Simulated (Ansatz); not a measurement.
# Zn₂GeO₄: which input changes reach the field gradients?

Cell: an entry of the Crystallography Open Database (COD), taken as it stands.

Space group R-3:H (No. 148); a = 14.2697, c = 9.5813 Å, γ = 120.00°.

```
site  Wyckoff  site symmetry       x       y       z
 Zn1      18f              1  0.2150  0.1940  0.5830
 Zn7      18f              1  0.5483  0.8607  0.5837
  Ge      18f              1  0.2150  0.1940  0.2500
 O19      18f              1  0.8877  0.4633  0.4293
 O25      18f              1  0.2220  0.1310  0.4030
 O31      18f              1  0.2230  0.1140  0.7500
 O37      18f              1  0.9957  0.6613  0.5833
```

One atom of each set is listed; the run and its k-mesh use a cell of 42 atoms with edges of 8.84, 8.84, 8.84 Å.

Reference run. All values are calculated (Ansatz; DFT, PBE, plane waves and PAW, scalar-relativistic, 420 eV cutoff, Γ-centred 3×3×3 k-points, Fermi–Dirac smearing 0.02 eV), not measured.

It gives V_zz (10²¹ V/m²) O37 -9.58 (η 0.86), Zn7 -2.95 (η 0.81), Ge 2.36 (η 0.40), among others. Each of these runs changes the input as listed (caps on SCF iterations aside):

A. hamiltonian.xc: pbe → r2scan; kpoints.mp_grid.grid: [3, 3, 3] → [4, 4, 4]; hamiltonian.pseudopotentials: {kind: paw} → {kind: nc}
B. hamiltonian.xc: pbe → lda

**Question.** Which of these changes matter for the gradients?

**Answer.** 

```
run  O37 V_zz (η)  Zn7 V_zz (η)  Ge V_zz (η)  largest change of a gradient tensor, all atoms                                                                                                                                                                               note
  A             –             –            –                                               –  refused: output.efg without hamiltonian.pseudopotentials.kind: paw|paw_fr|all_electron or hamiltonian.pseudopotentials.kind: all_electron — the all-electron EFG reconstruction …
  B  -9.52 (0.85)  -2.95 (0.80)  2.31 (0.41)                                            0.11                                                                                                                                                                          converged
```

Run B moves a gradient tensor by up to 0.11, on O31 (V_zz from -9.05 to -9.07); against its own size the tensor moves most on Ge among sites above 0.3 (by 0.06, V_zz from 2.36 to 2.31).

On the reference run: At this cell the principal stresses reach 5 GPa in size with PBE, which can matter for small gradients. The largest force is 1.1 eV/Å, so the atoms aren't at the calculated equilibrium and relaxing them would move these values.
